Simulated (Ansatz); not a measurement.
The relaxed structure here is a generated cell of MgF2: the first start was made by a random draw of sites in a space group, and the end was not matched to a known phase here, so it may be hypothetical. Known forms of MgF2 include space group No. 136.

One stationary structure of MgF2. Space group P6/mmm (No. 191). Calculation: PBE (plane waves to 420 eV, PAW, scalar-relativistic; Ansatz, a quantum-chemistry and plane-wave program).

```cif
data_F6Mg3
_chemical_formula_sum 'F6 Mg3'
_space_group_name_H-M_alt 'P 1'
_space_group_IT_number 1
_cell_length_a 6.51582
_cell_length_b 6.51582
_cell_length_c 3.11841
_cell_angle_alpha 90.000
_cell_angle_beta 90.000
_cell_angle_gamma 120.000
loop_
_space_group_symop_operation_xyz
  'x, y, z'
loop_
_atom_site_label
_atom_site_type_symbol
_atom_site_fract_x
_atom_site_fract_y
_atom_site_fract_z
_atom_site_occupancy
F1 F 0.33279 0.00000 0.00000 1
F2 F 0.00000 0.33279 0.00000 1
F3 F 0.66721 0.66721 0.00000 1
F4 F 0.66721 0.00000 0.00000 1
F5 F 0.00000 0.66721 0.00000 1
F6 F 0.33279 0.33279 0.00000 1
Mg1 Mg 0.00000 0.00000 0.50000 1
Mg2 Mg 0.33333 0.66667 0.00000 1
Mg3 Mg 0.66667 0.33333 0.00000 1
```

For MgF2, the volume per atom is 12.74 Å³ and the band gap comes out as 1.20 eV, indirect (valence top at A, conduction bottom at Γ) (no spin-orbit coupling). The smallest direct gap is 1.24 eV at Γ. The shortest distances is F–F 2.17 Å; F–Mg 2.17 Å; Mg–Mg 3.12 Å. The k-mesh is 6×6×11.

Band energies at high-symmetry points (eV from the VBM; labels of this space group; no spin-orbit coupling), from −5 eV up to 6.2 eV:

```json
[
 {"point": "Γ", "energies": "-4.06 -4.06 -2.80 -2.75 -2.75 -2.73 -2.73 -1.98 -1.98 -1.97 -1.97 -1.43 -1.43 -1.14 -0.23 -0.04 1.20 4.12 4.15"},
 {"point": "M", "energies": "-4.85 -4.80 -4.62 -4.50 -3.91 -3.72 -2.53 -2.52 -2.25 -2.13 -1.97 -1.70 -1.59 -1.42 -1.42 -0.79 -0.73 -0.47 2.99 3.01 4.11"},
 {"point": "K", "energies": "-4.68 -4.54 -4.54 -4.30 -4.30 -4.27 -2.46 -2.45 -2.45 -1.81 -1.81 -1.73 -1.49 -1.49 -1.49 -0.85 -0.65 -0.65 3.34 3.37 3.37"},
 {"point": "A", "energies": "-4.98 -4.69 -3.87 -3.87 -3.14 -3.14 -3.09 -3.09 -2.52 -2.52 -2.52 -2.52 -1.72 -1.27 -1.27 -0.19 0.00 4.33 4.74 5.68 5.97"},
 {"point": "L", "energies": "-4.56 -4.45 -4.33 -4.17 -4.12 -3.96 -3.68 -3.57 -3.49 -2.71 -2.20 -2.17 -1.77 -1.57 -1.43 -0.72 -0.65 -0.39 4.64 4.86 5.65"},
 {"point": "H", "energies": "-4.44 -4.28 -4.28 -4.03 -3.98 -3.98 -3.91 -3.91 -3.79 -2.33 -2.33 -2.30 -1.54 -1.54 -1.43 -0.77 -0.56 -0.56 4.77 4.77 5.65"}
]
```

No spin polarisation in the result.

The run could not lower the symmetry of its start; a shaken copy of this end point relaxes with PBE to P-31m (No. 162), 1.155 eV/atom lower.
